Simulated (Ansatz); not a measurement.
Input and command of a plane-wave DFT calculation in Ansatz:

```yaml
crystal:
  lattice:
    - [0.0, 4.0076587548, 4.0076587548]
    - [4.0076587548, 0.0, 4.0076587548]
    - [4.0076587548, 4.0076587548, 0.0]
  atoms:
    - { symbol: Cs, position: [0.5, 0.5, 0.5] }
    - { symbol: Cs, position: [0.75, 0.75, 0.75] }
    - { symbol: Ir, position: [0.125, 0.125, 0.125] }
    - { symbol: Ir, position: [0.625, 0.125, 0.125] }
    - { symbol: Ir, position: [0.125, 0.125, 0.625] }
    - { symbol: Ir, position: [0.125, 0.625, 0.125] }
basis:
  ecutwfc: 420
kpoints:
  mp_grid: { grid: [8, 8, 8] }
hamiltonian:
  xc: pbe
scf:
  occupations: { method: gaussian, width: 0.1 }
output:
  forces: true
  stress: true
  eigenvalues: true
relax:
  adjacent_minimum: "off"
  f_tol: 0.01
  max_steps: 80
  cell: { stress_tol: 0.05 }
```

```bash
ansatz run input.yaml --threads 1 --pin off --max-ram 2560MiB --backend cpu --events-out ev --progress --plain --runs-dir out
```

Processor: Arm Neoverse V2, 1 thread, on a host shared with other jobs.

Estimate time, memory and problem size.

About 44 s on 1 thread of Arm Neoverse V2, with other jobs on the host, peak memory 0.47 GiB. It solves 52 bands at 29 k points (the mesh reduced by the symmetry that the task leaves, which can be less than the crystal's) with about 2565 plane waves (on the last cell), in 27 SCF iterations over 4 ionic steps.
